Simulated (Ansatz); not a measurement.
Data:

V$_{3}$Ga:
```yaml
crystal:
  lattice:
    - [4.72244, 0.00000, 0.00000]
    - [0.00000, 4.72244, 0.00000]
    - [0.00000, 0.00000, 4.72244]
  atoms:
    - { symbol: V, position: [0.50000, 0.25000, 0.00000] }
    - { symbol: V, position: [0.50000, 0.75000, 0.00000] }
    - { symbol: V, position: [0.25000, 0.00000, 0.50000] }
    - { symbol: V, position: [0.75000, 0.00000, 0.50000] }
    - { symbol: V, position: [0.00000, 0.50000, 0.25000] }
    - { symbol: V, position: [0.00000, 0.50000, 0.75000] }
    - { symbol: Ga, position: [0.50000, 0.50000, 0.50000] }
    - { symbol: Ga, position: [0.00000, 0.00000, 0.00000] }
```

This is the PBEsol-relaxed structure.

Task: All from PBEsol (plane waves, PAW; program Ansatz), unless another level is named. Give the Debye temperature from the elastic constants.

Result: 342 K.

Task: And the elastic constants (relaxed ions, GPa)?

Result: C11 = 261, C12 = 148, C44 = 32.3.

Task: And the highest zone-centre frequency?

Result: 264 cm⁻¹.

Space group Pm-3n (A15 (Cr3Si type)). The workflow started from a Materials Project entry (that database holds measured and hypothetical structures alike); the Crystallography Open Database copy checked does not list it. Its standing as an ambient phase is unchecked. Symmetry was held in the PBEsol relaxation; whether a distortion lowers the energy is not shown. The workflow began spin-polarised and lost its moments. As this level gives no gap, shear constants depend on the k-mesh and smearing (Fermi–Dirac, 0.1 eV here). As this level gives no gap, phonon frequencies hold no LO–TO term and depend on the k-mesh and smearing (Fermi–Dirac, 0.1 eV here).

Potentials: the later of the program's two PAW sets.
